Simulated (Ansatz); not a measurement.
Input file for Ansatz (a program for electronic structure):

Ansatz 0.2 input:
```yaml
crystal:
  lattice:
    - [4.2727345793, 0.0, 0.0]
    - [0.0, 3.9117063026, 0.0]
    - [-0.040069826, 0.0, 10.9228671681]
  atoms:
    - { symbol: Ge, position: [0.1311528035, 0.0, 0.890533752] }
    - { symbol: Ge, position: [0.6167532617, 0.5, 0.6320490254] }
    - { symbol: Ge, position: [0.8784645965, 0.5, 0.1113103941] }
    - { symbol: Pb, position: [0.418486218, 0.0, 0.3945613022] }
    - { symbol: Se, position: [0.4846833679, 0.0, 0.1262025118] }
    - { symbol: Se, position: [0.0035136923, 0.0, 0.6497146692] }
    - { symbol: Se, position: [0.5149937131, 0.5, 0.8559296079] }
    - { symbol: Se, position: [0.9519523471, 0.5, 0.3395987375] }
kpoints:
  mp_grid: { grid: [7, 7, 3] }
hamiltonian:
  xc: lda
  pseudopotentials: { kind: paw }
scf:
  occupations: { method: fixed }
elastic: { mode: relaxed_ion, stencil: two_point, amplitude: 0.005, f_tol: 0.0005 }
output: { polarization: {} }
```

Output (shortened):

```
Pseudopotential: Ge, paw, valence charge 14
Pseudopotential: Pb, paw, valence charge 14
Pseudopotential: Se, paw, valence charge 16
Functional definition: SPW92
Crystal: 8 atoms, lattice volume = 182.561 Å³
Basis set: ecut = 420 eV, 3593 PW (Γ)
Bands: 72, of which v1, the nominal top of the filled ones, is band 60 counted from 1 (59 counted from 0)
Symmetry: 2 space group operations
Space group: Pm (ITA 6), of the structure as read, at distance tolerance 5.7e-5 Å
k-points: 44 of 147 (time reversal used)
SCF 1 converged in 14 iterations: F = -45784.736737 eV  dr2 = 3.81e-14
relax step   1: F+E_penalty+E_count = -45784.73673706 eV  Δ(F+E_penalty+E_count) = +0.000e0 eV  max|allowed force component| = 1.034e-3 eV/Å  Δτ_max = 0.0000 Å  (14 SCF iters, accepted)
Crystal: 8 atoms, lattice volume = 182.561 Å³
SCF 2 converged in 13 iterations: F = -45784.736737 eV  dr2 = 8.69e-15
relax step   2: F+E_penalty+E_count = -45784.73673697 eV  Δ(F+E_penalty+E_count) = +9.525e-8 eV  max|allowed force component| = 1.128e-3 eV/Å  Δτ_max = 0.0006 Å  (13 SCF iters, rejected (line search))
Crystal: 8 atoms, lattice volume = 182.561 Å³
SCF 3 converged in 9 iterations: F = -45784.736737 eV  dr2 = 6.27e-15
relax step   3: F+E_penalty+E_count = -45784.73673740 eV  Δ(F+E_penalty+E_count) = -3.311e-7 eV  max|allowed force component| = 3.059e-4 eV/Å  Δτ_max = 0.0003 Å  (9 SCF iters, accepted)
Crystal: 8 atoms, lattice volume = 182.561 Å³
SCF 4 converged in 10 iterations: F = -45784.736737 eV  dr2 = 1.13e-15
Crystal: 8 atoms, lattice volume = 181.649 Å³
Basis set: ecut = 420 eV, 3569 PW (Γ)
SCF 5 converged in 14 iterations: F = -45784.735391 eV  dr2 = 3.30e-14
relax step   1: F+E_penalty+E_count = -45784.73539088 eV  Δ(F+E_penalty+E_count) = +0.000e0 eV  max|allowed force component| = 3.866e-2 eV/Å  Δτ_max = 0.0000 Å  (14 SCF iters, accepted)
Crystal: 8 atoms, lattice volume = 181.649 Å³
SCF 6 converged in 12 iterations: F = -45784.735882 eV  dr2 = 2.26e-14
relax step   2: F+E_penalty+E_count = -45784.73588173 eV  Δ(F+E_penalty+E_count) = -4.908e-4 eV  max|allowed force component| = 2.024e-2 eV/Å  Δτ_max = 0.0097 Å  (12 SCF iters, accepted)
Crystal: 8 atoms, lattice volume = 181.649 Å³
SCF 7 converged in 11 iterations: F = -45784.735954 eV  dr2 = 9.70e-14
relax step   3: F+E_penalty+E_count = -45784.73595412 eV  Δ(F+E_penalty+E_count) = -7.239e-5 eV  max|allowed force component| = 1.210e-2 eV/Å  Δτ_max = 0.0067 Å  (11 SCF iters, accepted)
Crystal: 8 atoms, lattice volume = 181.649 Å³
SCF 8 converged in 11 iterations: F = -45784.736002 eV  dr2 = 2.45e-14
relax step   4: F+E_penalty+E_count = -45784.73600208 eV  Δ(F+E_penalty+E_count) = -4.796e-5 eV  max|allowed force component| = 6.475e-3 eV/Å  Δτ_max = 0.0032 Å  (11 SCF iters, accepted)
Crystal: 8 atoms, lattice volume = 181.649 Å³
SCF 9 converged in 10 iterations: F = -45784.736002 eV  dr2 = 4.13e-14
relax step   5: F+E_penalty+E_count = -45784.73600151 eV  Δ(F+E_penalty+E_count) = +5.712e-7 eV  max|allowed force component| = 4.147e-3 eV/Å  Δτ_max = 0.0024 Å  (10 SCF iters, rejected (line search))
Crystal: 8 atoms, lattice volume = 181.649 Å³
SCF 10 converged in 10 iterations: F = -45784.736011 eV  dr2 = 2.06e-14
relax step   6: F+E_penalty+E_count = -45784.73601096 eV  Δ(F+E_penalty+E_count) = -8.881e-6 eV  max|allowed force component| = 2.359e-3 eV/Å  Δτ_max = 0.0011 Å  (10 SCF iters, accepted)
[...]
SCF 107 converged in 2 iterations: F = -45784.736006 eV  dr2 = 1.62e-14
SCF converged after 10 iterations
Stability not checked: this state was not tested for a lower state beside it, because too few of the mixer's solves of this state at the end of the SCF gave a …
Free energy (F): -45784.736737 eV
Harris-Foulkes:  -45784.736737 eV  (|F-HF|=1.46e-11)
Internal energy: -45784.736737 eV  (E = F + TS)
E sigma→0 (E₀):  -45784.736737 eV
Fermi energy:    9.375596 eV
--- Per-component energies (eV) ---
  E_band       = -1926.044725
  E_kinetic    = 1099.350248
  E_local      = -17270.437915  (includes V_loc(G=0)·N_el)
  E_nonlocal   = -750.131832
  E_hartree    = 8062.880303
  E_xc         = -861.632804
  E_vxc        = -725.509529  (∫ρ·V_xc dr)
  E_paw        = -23218.800070  (= ΣΔE_a)
  E_vpaw       = -405.074741  (= ΣTr[D̂ρ^β])
  E_aug_tail   = -0.001564  (compensation charges beyond the density's cutoff)
  E_ewald      = -12860.479819
  E_core_change = 14.516714  (= ΣΔE_core)
  E_smearing   =  0.000000  (= −TS)
  E_closure    =  0.000000  (closes the sum)
  Σ components = -45784.736737   (vs F -45784.736737, Δ=0.00e0)
--- Forces (eV/Å), atoms counted from 1 ---
  atom   1  Ge     0.00005644     0.00000000     0.00013022
  atom   2  Ge    -0.00004511     0.00000000     0.00000726
  atom   3  Ge    -0.00014346     0.00000000    -0.00030619
  atom   4  Pb     0.00008554     0.00000000     0.00005147
  atom   5  Se    -0.00001348     0.00000000    -0.00005480
  atom   6  Se    -0.00011251     0.00000000    -0.00007908
  atom   7  Se    -0.00001440     0.00000000     0.00002601
  atom   8  Se     0.00018478     0.00000000     0.00022309
  max |Σ_I F_I| component: 2.19e-6 eV/Å
--- Stress (GPa, compression-positive) ---
       -0.003431       0.000000       0.000924
        0.000000      -0.004844       0.000000
        0.000924       0.000000       0.001155
  P = ⅓ Tr σ = -0.0024 GPa (-0.024 kbar)
--- Band table (eV; the first three rows and the last of 44) ---
  k-point 0: bands = ["-38.6035", "-38.6028", "-38.5683", "-38.5611", "-38.5510", "-38.5310", "-38.5293", "-38.4870", "-38.4753", "-38.4656", "-38.2000", "-38.1987", "-38.1683", "-38.1547", "-38.1506", "-38.1444", "-38.1381", "-38.1289", "-38.1059", …
  k-point 1: bands = ["-38.6034", "-38.6028", "-38.5683", "-38.5611", "-38.5510", "-38.5310", "-38.5293", "-38.4870", "-38.4753", "-38.4656", "-38.2000", "-38.1987", "-38.1683", "-38.1547", "-38.1506", "-38.1444", "-38.1381", "-38.1289", "-38.1059", …
  k-point 2: bands = ["-38.6034", "-38.6028", "-38.5683", "-38.5612", "-38.5510", "-38.5310", "-38.5292", "-38.4871", "-38.4753", "-38.4656", "-38.2000", "-38.1986", "-38.1683", "-38.1547", "-38.1506", "-38.1444", "-38.1381", "-38.1289", "-38.1059", …
  k-point 43: bands = ["-38.6032", "-38.6029", "-38.5683", "-38.5612", "-38.5508", "-38.5311", "-38.5289", "-38.4871", "-38.4753", "-38.4656", "-38.2001", "-38.1983", "-38.1683", "-38.1548", "-38.1505", "-38.1443", "-38.1380", "-38.1290", "-38.1060", …
--- Elastic constants: 6 strain directions × 2 members + reference (group order 2) ---
  dense FFT box of the reference and of every strained cell: 30×27×75
  strains applied: 11, 22, 33, 23, 13, 12; error gains …
  reference relaxed by the batch: 3 steps …
  largest displacement 3.0e-4 Å; the constants are those of the deck's cell at these positions:
  atoms:
    - { symbol: Ge, position: [0.1311089419879581, 0.0, 0.8905416578051929] }
    - { symbol: Ge, position: [0.6167315726253061, 0.5, 0.6320510535763045] }
    - { symbol: Ge, position: [0.8784808240535322, 0.5, 0.11130545010240954] }
    - { symbol: Pb, position: [0.41855485067317627, 0.0, 0.3945581301315982] }
    - { symbol: Se, position: [0.484710797715713, 0.0, 0.12620846000236655] }
    - { symbol: Se, position: [0.003500681341584508, 0.0, 0.6497034530141083] }
    - { symbol: Se, position: [0.5149421483490154, 0.5, 0.8559296100298699] }
    - { symbol: Se, position: [0.9519701833537146, 0.5, 0.33960218543815024] }
  C = ∂σ_k/∂η_j (tension-positive GPa; Voigt order 11 22 33 23 13 12):
        51.899     39.279     27.448      0.000     -2.088      0.000
        39.276     89.736     21.578      0.000      2.271      0.000
        27.479     21.625     84.598      0.000      3.127      0.000
         0.000      0.000      0.000     18.595      0.000      3.140
        -2.080      2.271      3.118      0.000     22.373      0.000
         0.000      0.000      0.000      3.139      0.000     51.360
  reference stress σ⁰ (GPa):      0.003      0.005     -0.001      0.000     -0.001      0.000
  moduli (Voigt/Reuss/Hill, GPa): K = 44.77/42.78/43.78   G = 27.66/21.41/24.54   E = 62.02   ν = 0.264
  mechanically stable: yes (min eigenvalue of sym C = 18.30 GPa)
  e, the proper piezoelectric tensor (elastic.mode: relaxed_ion; C/m²; rows x y z; Voigt order 11 22 33 23 13 12):
      -0.51241   -0.33481   -0.04298    0.00000   -0.14491    0.00000
       0.00000    0.00000    0.00000   -0.29909    0.00000   -0.17457
      -1.07089   -1.36956   -0.35684    0.00000   -0.09555    0.00000
  ±, each entry's uncertainty from the finite density of the strings (C/m²), an estimate: the size of the correction for it that the entry includes:
       0.00208    0.00248    0.00007    0.00000    0.00064    0.00000
       0.00000    0.00000    0.00000    0.00033    0.00000    0.00191
       0.00457    0.00361    0.00939    0.00000    0.00248    0.00000
  strain η (Voigt 11):  stress-route row diagonal C_11 = 51.90 GPa, energy-path curvature d²(F+E_count+ΔE)/dδ²/Ω₀ = 51.87 GPa
         δ    σ_11 (GPa)             F (eV)   n_scf  n_hpsi   n_pw
    -5.000e-3      -0.2618      -45784.7360133       2   21804   3577   relax 9 steps, max|allowed force component| 1.59e-4 eV/Å
     5.000e-3       0.2572      -45784.7359950       2   21789   3614   relax 9 steps, max|allowed force component| 1.61e-4 eV/Å
  strain η (Voigt 22):  stress-route row diagonal C_22 = 89.74 GPa, energy-path curvature d²(F+E_count+ΔE)/dδ²/Ω₀ = 89.70 GPa
         δ    σ_22 (GPa)             F (eV)   n_scf  n_hpsi   n_pw
    -5.000e-3      -0.4506      -45784.7354770       2   21876   3577   relax 8 steps, max|allowed force component| 3.42e-4 eV/Å
     5.000e-3       0.4468      -45784.7354409       2   21782   3613   relax 8 steps, max|allowed force component| 2.24e-4 eV/Å
  strain η (Voigt 33):  stress-route row diagonal C_33 = 84.60 GPa, energy-path curvature d²(F+E_count+ΔE)/dδ²/Ω₀ = 84.53 GPa
         δ    σ_33 (GPa)             F (eV)   n_scf  n_hpsi   n_pw
    -5.000e-3      -0.4366      -45784.7355072       2   21839   3577   relax 9 steps, max|allowed force component| 4.91e-4 eV/Å
     5.000e-3       0.4094      -45784.7355627       2   21762   3619   relax 11 steps, max|allowed force component| 2.13e-4 eV/Å
  strain η (Voigt 23):  stress-route row diagonal C_44 = 18.60 GPa, energy-path curvature d²(F+E_count+ΔE)/dδ²/Ω₀ = 18.63 GPa
         δ    σ_23 (GPa)             F (eV)   n_scf  n_hpsi   n_pw
    -5.000e-3      -0.0930      -45784.7364727       2   36875   3592   relax 7 steps, max|allowed force component| 4.37e-4 eV/Å
     5.000e-3       0.0930      -45784.7364727       2   36783   3592   relax 7 steps, max|allowed force component| 4.37e-4 eV/Å
  strain η (Voigt 13):  stress-route row diagonal C_55 = 22.37 GPa, energy-path curvature d²(F+E_count+ΔE)/dδ²/Ω₀ = 22.36 GPa
         δ    σ_13 (GPa)             F (eV)   n_scf  n_hpsi   n_pw
    -5.000e-3      -0.1124      -45784.7364257       2   22022   3593   relax 7 steps, max|allowed force component| 1.93e-4 eV/Å
     5.000e-3       0.1113      -45784.7364239       2   21923   3595   relax 6 steps, max|allowed force component| 4.52e-4 eV/Å
  strain η (Voigt 12):  stress-route row diagonal C_66 = 51.36 GPa, energy-path curvature d²(F+E_count+ΔE)/dδ²/Ω₀ = 51.34 GPa
         δ    σ_12 (GPa)             F (eV)   n_scf  n_hpsi   n_pw
    -5.000e-3      -0.2568      -45784.7360063       2   36862   3594   relax 5 steps, max|allowed force component| 1.31e-4 eV/Å
     5.000e-3       0.2568      -45784.7360063       2   36749   3594   relax 5 steps, max|allowed force component| 1.31e-4 eV/Å
--- Formal polarisation (Berry phase): one branch of a lattice of values; only differences between neighbouring runs are physical ---
  axis  mesh            electronic          ionic      p = total  spread (rad)  least overlap  resolved gap  δp at fixed H ≤   (phases in cycles; p mod 2 …
  b1    7×7×3           0.45001564    59.91024762    60.36026326      0.349675         0.6964        0.6547           2.6e-5
  b2    7×7×3           0.00000000    30.00000000    30.00000000      0.000000         0.6583        0.6547           3.0e-5
  b3    7×7×3           0.29461305    59.94148742    60.23610047      0.214078         0.8047        0.6547           1.2e-5
  quantum along a1:   0.04680876 e/Å² =    74.995896 µC/cm²
  quantum along a2:   0.04285361 e/Å² =    68.659055 µC/cm²
  quantum along a3:   0.11966324 e/Å² =   191.721649 µC/cm²
  P = (  1.39947340,   0.64280417,   3.60399927) e/Å² = ( 2242.203573,  1029.885825,  5774.243412) µC/cm²  (mod the quanta)
```

Cost: very roughly 80 core-minutes on shared cores.

The first step of the workflow began from a Materials Project structure, measured or hypothetical; the Crystallography Open Database copy checked does not list it. Whether it is the stable phase at ambient conditions was not checked. The cell was relaxed with LDA under the symmetry of its start; of distortions, only those at the zone centre were tested. A crystal of weakly bound layers computed without a dispersion correction: the cell and the soft elastic constants depend strongly on that. Scalar-relativistic: spin–orbit coupling is off unless named, which matters more the heavier the elements.

Potentials: the later of the program's two PAW sets.

Ansatz is a plane-wave DFT program.
